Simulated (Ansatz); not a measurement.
Data:

Relaxed HfN (rock salt):

```
CELL_PARAMETERS angstrom
      0.00000     2.27401     2.27401
      2.27401     0.00000     2.27401
      2.27401     2.27401     0.00000
ATOMIC_POSITIONS crystal
  N  0.00000 0.00000 0.00000
  Hf 0.50000 0.50000 0.50000
```

In each cell atom 2 (Hf, nearest neighbour N at 2.274 Å; its periodic images, 3.2 Å or more away, move with it) moves by s·(-1.000, 0.000, 0.000) (towards the nearest neighbour), the rest being held.

Computed with PBE (plane waves to 420 eV, PAW, scalar-relativistic; Ansatz, a program for electronic structure). k mesh 14×14×14 (Γ-centred), Fermi-Dirac smearing 0.05 eV. Energies are smeared free energies. With partly filled bands, energies and forces of such displacements shift with the k mesh and the smearing. HfN is run without spin polarisation. HfN was relaxed with its symmetry unable to fall. Spin-orbit coupling is left out, though Hf is heavy. The PAW data are Ansatz's earlier set. ΔE is measured from the undisplaced structure.

The scan covers s from -0.230 to 0.230 Å in 11 points.

**Question.** Is this a single well or a double well?

**Answer.** A single well with its minimum at or next to zero displacement.

**Question.** Is the energy the same for equal positive and negative displacements?

**Answer.** Even: the same for both signs. With its periodic images moving along, the atom's site symmetry in this cell is m-3m.

**Question.** What is the force constant k = d²E/ds² of this move at s = 0?

**Answer.** 11.1 eV/Å².

**Question.** With two atoms in the cell this is the zone-centre optical mode. What wavenumber follows?

**Answer.** 481 cm⁻¹.

(A displaced cell: forces are minus the slopes of the energy, force constants its curvatures, and phonons follow from these.)
